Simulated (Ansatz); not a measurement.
CuCl:
```
CELL_PARAMETERS angstrom
      0.00000     2.71225     2.71225
      2.71225     0.00000     2.71225
      2.71225     2.71225     0.00000
ATOMIC_POSITIONS crystal
  Cu 0.25000 0.25000 0.25000
  Cl 0.50000 0.50000 0.50000
```

x, y and z are the axes in which the lattice vectors are written.

**Question.** Give the proper piezoelectric stress tensor with relaxed ions from DFT-PBE in the program Ansatz with PAW potentials.

**Answer.** In C/m², rows x, y, z, Voigt columns; mesh uncertainty up to 0.01.
```
0.00  0.00  0.00  0.43  0.00  0.00
0.00  0.00  0.00  0.00  0.43  0.00
0.00  0.00  0.00  0.00  0.00  0.43
```

The elastic tensor of the same run (GPa):

```
56.9  44.5  44.5   0.0   0.0   0.0
44.5  56.9  44.5   0.0   0.0   0.0
44.5  44.5  56.9   0.0   0.0   0.0
 0.0   0.0   0.0  15.9   0.0   0.0
 0.0   0.0   0.0   0.0  15.9   0.0
 0.0   0.0   0.0   0.0   0.0  15.9
```

**Question.** Convert to strain constants d = e·S.

**Answer.** In pC/N:
```
 0.0   0.0   0.0  27.0   0.0   0.0
 0.0   0.0   0.0   0.0  27.0   0.0
 0.0   0.0   0.0   0.0   0.0  27.0
```

Space group F-43m (zinc blende). The cell was relaxed with PBE under the symmetry of its start; phonons on a q-mesh show no instability. The run is not spin-polarised.

Potentials: the later of the program's two PAW sets.
